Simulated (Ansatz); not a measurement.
Re:
```yaml
crystal:
  lattice:
    - [2.77563, 0.00000, 0.00000]
    - [-1.38781, 2.40377, 0.00000]
    - [0.00000, 0.00000, 8.95659]
  atoms:
    - { symbol: Re, position: [0.00000, 0.00000, 0.00000] }
    - { symbol: Re, position: [0.00000, 0.00000, 0.50000] }
    - { symbol: Re, position: [0.33333, 0.66667, 0.25000] }
    - { symbol: Re, position: [0.66667, 0.33333, 0.75000] }
```

Relaxed with PBE.

Question: Decompose the optical modes at the zone centre into irreducible representations, and say which are infrared and Raman allowed.

Answer: Point group 6/mmm: Γ_opt = A2u + B1g + B2u + E1u + E2g + E2u. Infrared: A2u, E1u. Raman: E2g.

Question: Assign frequencies (DFPT, the program Ansatz at the PBE level (PAW)).

Answer: E2g 86, E2u 86, E1u 112, A2u 135, B1g 167, B2u 171 cm⁻¹.

Subscripts of B labels follow the axes of the standard setting.

Space group P6_3/mmc (dhcp (α-La type)). The cell is a constructed one: a structure type filled with these elements. Its sites differ from those of the usual phase in this space group: another stacking or structure type. The PBE relaxation kept the symmetry of its start; of distortions, only those at the zone centre were tested. The run is not spin-polarised. As this level gives no gap, phonon frequencies hold no LO–TO term and depend on the k-mesh and smearing (Fermi–Dirac, 0.1 eV here). Scalar-relativistic: spin–orbit coupling is off unless named, which matters more the heavier the elements.

Potentials: the later of the program's two PAW sets.
